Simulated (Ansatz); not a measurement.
Consider the following.

SiO$_{2}$ (rutile)

```
SiO2
1.0
    4.23616     0.00000     0.00000
    0.00000     4.23616     0.00000
    0.00000     0.00000     2.69045
Si O
2 4
Direct
  0.50000   0.50000   0.50000
  0.00000   0.00000   0.00000
  0.80699   0.80699   0.50000
  0.30699   0.69301   0.00000
  0.69301   0.30699   0.00000
  0.19301   0.19301   0.50000
```

In this cell atom 3 (O, nearest neighbour Si at 1.774 Å; its periodic images, 2.7 Å or more away, move with it) is moved by u·(1.000, 0.000, 0.000) + v·(0.000, 1.000, 0.000); the rest is frozen.

Calculation: PBE (plane waves to 420 eV, PAW, scalar-relativistic; Ansatz, an electronic-structure program). k mesh 6×6×10 (Γ-centred), Fermi-Dirac smearing 0.05 eV. Energies are smeared free energies. SiO2 was relaxed with its symmetry unable to fall. ΔE is measured from the undisplaced structure. Axes are in Å.

The scan covers u from -0.270 to 0.270 Å in 5 points and v from -0.270 to 0.270 Å in 5 points.

Task: In which direction of the plane is the atom held most weakly?

Result: 135° from u towards v.

Task: Is the undisplaced position a minimum, a maximum or a saddle of this map?

Result: A minimum.

Task: What are the two principal curvatures of the energy at the centre?

Result: 11.2 and 29.8 eV/Å².

(A displaced cell: forces are minus the slopes of the energy, force constants its curvatures, and phonons follow from these.)
